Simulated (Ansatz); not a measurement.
A relaxation computed with Ansatz, from input to last step.

```yaml
crystal:
  lattice:
    - [4.2670040146, 0.0, 0.0]
    - [0.0, 4.2670040146, 0.0]
    - [0.0, 0.0, 7.509395015]
  atoms:
    - { symbol: Cs, position: [0.5, 0.0, 0.2055] }
    - { symbol: Cs, position: [0.0, 0.5, 0.7945] }
    - { symbol: Mo, position: [0.5, 0.0, 0.6485] }
    - { symbol: Mo, position: [0.0, 0.5, 0.3515] }
    - { symbol: Pd, position: [0.0, 0.0, 0.0] }
    - { symbol: Pd, position: [0.5, 0.5, 0.0] }
basis:
  ecutwfc: 420
kpoints:
  mp_grid: { grid: [4, 4, 2] }
hamiltonian:
  xc: pbe
scf:
  occupations: { method: gaussian, width: 0.1 }
  lower_state_search: "off"
output:
  forces: true
  stress: true
  eigenvalues: true
relax:
  adjacent_minimum: "off"
  f_tol: 0.04
  max_steps: 70
  cell: { stress_tol: 0.4 }
```

```bash
ansatz run input.yaml --threads 1 --pin off --max-ram 2560MiB --backend cpu --events-out ev --progress --plain --runs-dir out
```

Method: DFT PBE, scalar-relativistic, plane waves, PAW in Ansatz.

Of 28 frames 10 are shown, positions in Å and forces in eV/Å; the SCF threshold varies from step to step. Steps run on the plane waves of an earlier cell, with a Pulay correction in the pressure. The basis is chosen afresh for the last frame, the zero of the energies, and at times for earlier ones too; energy and pressure can step there, also at an unchanged geometry. Here that happened at steps 15 (-124 meV/atom, 5.7 GPa), 25 (-28 meV/atom, 1.5 GPa); frames between the last choice of the basis and such a step carry an error that grows, as the cell changes, to that size.

```xyz
6
Lattice="4.2670 0.0000 0.0000 0.0000 4.2670 0.0000 0.0000 0.0000 7.5094" Properties=species:S:1:pos:R:3:forces:R:3 pbc="T T T" step=1 free_energy_over_end_meV_per_atom=1797.65 pressure_GPa=8.54
Cs    2.1335    0.0000    1.5432    0.0000    0.0000    4.4256
Cs    0.0000    2.1335    5.9662    0.0000    0.0000   -4.4256
Mo    2.1335    0.0000    4.8698    0.0000    0.0000   -1.1547
Mo    0.0000    2.1335    2.6396    0.0000    0.0000    1.1547
Pd    0.0000    0.0000    0.0000    0.0000    0.0000    0.0000
Pd    2.1335    2.1335    0.0000    0.0000    0.0000    0.0000
6
Lattice="4.1825 0.0000 0.0000 0.0000 4.1825 0.0000 0.0000 0.0000 7.5132" Properties=species:S:1:pos:R:3:forces:R:3 pbc="T T T" step=4 free_energy_over_end_meV_per_atom=1351.57 pressure_GPa=3.72
Cs    2.0913    0.0000    2.0727    0.0000    0.0000   -2.2393
Cs    0.0000    2.0913    5.4406    0.0000    0.0000    2.2393
Mo    2.0913    0.0000    4.4838    0.0000    0.0000    1.4665
Mo    0.0000    2.0913    3.0294    0.0000    0.0000   -1.4665
Pd    0.0000    0.0000    0.0000    0.0000    0.0000    0.0000
Pd    2.0913    2.0913    0.0000    0.0000    0.0000    0.0000
6
Lattice="4.0038 0.0000 0.0000 0.0000 4.0038 0.0000 0.0000 0.0000 8.6178" Properties=species:S:1:pos:R:3:forces:R:3 pbc="T T T" step=7 free_energy_over_end_meV_per_atom=966.60 pressure_GPa=3.06
Cs    2.0019    0.0000    2.1671    0.0000    0.0000   -1.0277
Cs    0.0000    2.0019    6.4507    0.0000    0.0000    1.0277
Mo    2.0019    0.0000    4.7474    0.0000    0.0000   -0.6490
Mo    0.0000    2.0019    3.8704    0.0000    0.0000    0.6490
Pd    0.0000    0.0000    0.0000    0.0000    0.0000    0.0000
Pd    2.0019    2.0019    0.0000    0.0000    0.0000    0.0000
6
Lattice="3.8015 0.0000 0.0000 0.0000 3.8015 0.0000 0.0000 0.0000 9.7229" Properties=species:S:1:pos:R:3:forces:R:3 pbc="T T T" step=10 free_energy_over_end_meV_per_atom=541.33 pressure_GPa=2.47
Cs    1.9007    0.0000    2.2188    0.0000    0.0000    0.3330
Cs    0.0000    1.9007    7.5041    0.0000    0.0000   -0.3330
Mo    1.9007    0.0000    4.9591    0.0000    0.0000    0.2517
Mo    0.0000    1.9007    4.7639    0.0000    0.0000   -0.2517
Pd    0.0000    0.0000    0.0000    0.0000    0.0000    0.0000
Pd    1.9007    1.9007    0.0000    0.0000    0.0000    0.0000
6
Lattice="3.7406 0.0000 0.0000 0.0000 3.7406 0.0000 0.0000 0.0000 10.0920" Properties=species:S:1:pos:R:3:forces:R:3 pbc="T T T" step=13 free_energy_over_end_meV_per_atom=509.82 pressure_GPa=0.20
Cs    1.8703    0.0000    2.3241    0.0000    0.0000   -0.0212
Cs    0.0000    1.8703    7.7679    0.0000    0.0000    0.0212
Mo    1.8703    0.0000    5.1870    0.0000    0.0000    0.0815
Mo    0.0000    1.8703    4.9050    0.0000    0.0000   -0.0815
Pd    0.0000    0.0000    0.0000    0.0000    0.0000    0.0000
Pd    1.8703    1.8703    0.0000    0.0000    0.0000    0.0000
6
Lattice="3.7203 0.0000 0.0000 0.0000 3.7203 0.0000 0.0000 0.0000 10.4854" Properties=species:S:1:pos:R:3:forces:R:3 pbc="T T T" step=16 free_energy_over_end_meV_per_atom=310.99 pressure_GPa=4.44
Cs    1.8601    0.0000    2.3595    0.0000    0.0000    0.4023
Cs    0.0000    1.8601    8.1259    0.0000    0.0000   -0.4023
Mo    1.8601    0.0000    5.4246    0.0000    0.0000   -0.4241
Mo    0.0000    1.8601    5.0608    0.0000    0.0000    0.4241
Pd    0.0000    0.0000    0.0000    0.0000    0.0000    0.0000
Pd    1.8601    1.8601    0.0000    0.0000    0.0000    0.0000
6
Lattice="3.6558 0.0000 0.0000 0.0000 3.6558 0.0000 0.0000 0.0000 11.5690" Properties=species:S:1:pos:R:3:forces:R:3 pbc="T T T" step=19 free_energy_over_end_meV_per_atom=116.18 pressure_GPa=3.06
Cs    1.8279    0.0000    2.6510    0.0000    0.0000    0.0276
Cs    0.0000    1.8279    8.9180    0.0000    0.0000   -0.0276
Mo    1.8279    0.0000    5.9370    0.0000    0.0000    0.0039
Mo    0.0000    1.8279    5.6320    0.0000    0.0000   -0.0039
Pd    0.0000    0.0000    0.0000    0.0000    0.0000    0.0000
Pd    1.8279    1.8279    0.0000    0.0000    0.0000    0.0000
6
Lattice="3.6057 0.0000 0.0000 0.0000 3.6057 0.0000 0.0000 0.0000 12.5721" Properties=species:S:1:pos:R:3:forces:R:3 pbc="T T T" step=22 free_energy_over_end_meV_per_atom=45.65 pressure_GPa=0.11
Cs    1.8028    0.0000    2.8974    0.0000    0.0000   -0.0195
Cs    0.0000    1.8028    9.6747    0.0000    0.0000    0.0195
Mo    1.8028    0.0000    6.4593    0.0000    0.0000   -0.3257
Mo    0.0000    1.8028    6.1129    0.0000    0.0000    0.3257
Pd    0.0000    0.0000    0.0000    0.0000    0.0000    0.0000
Pd    1.8028    1.8028    0.0000    0.0000    0.0000    0.0000
6
Lattice="3.6161 0.0000 0.0000 0.0000 3.6161 0.0000 0.0000 0.0000 12.5240" Properties=species:S:1:pos:R:3:forces:R:3 pbc="T T T" step=25 free_energy_over_end_meV_per_atom=16.78 pressure_GPa=1.49
Cs    1.8080    0.0000    2.8744    0.0000    0.0000    0.0150
Cs    0.0000    1.8080    9.6496    0.0000    0.0000   -0.0150
Mo    1.8080    0.0000    6.4185    0.0000    0.0000   -0.0110
Mo    0.0000    1.8080    6.1055    0.0000    0.0000    0.0110
Pd    0.0000    0.0000    0.0000    0.0000    0.0000    0.0000
Pd    1.8080    1.8080    0.0000    0.0000    0.0000    0.0000
6
Lattice="3.6094 0.0000 0.0000 0.0000 3.6094 0.0000 0.0000 0.0000 13.1426" Properties=species:S:1:pos:R:3:forces:R:3 pbc="T T T" step=28 free_energy_over_end_meV_per_atom=0.00 pressure_GPa=0.16
Cs    1.8047    0.0000    3.0135    0.0000    0.0000   -0.0050
Cs    0.0000    1.8047   10.1291    0.0000    0.0000    0.0050
Mo    1.8047    0.0000    6.7257    0.0000    0.0000    0.0242
Mo    0.0000    1.8047    6.4170    0.0000    0.0000   -0.0242
Pd    0.0000    0.0000    0.0000    0.0000    0.0000    0.0000
Pd    1.8047    1.8047    0.0000    0.0000    0.0000    0.0000
```

The start puts this composition into another compound's structure type, which needn't suit it. At the end the space group is P4/nmm (tolerance 0.05 Å).

It took 73 s on 1 thread of AMD EPYC 9R45 96-Core Processor (Zen 5), with other jobs on the host, peak memory 0.53 GiB.

The k mesh is coarse. Spin polarisation was left out, and a magnetic state may lie lower.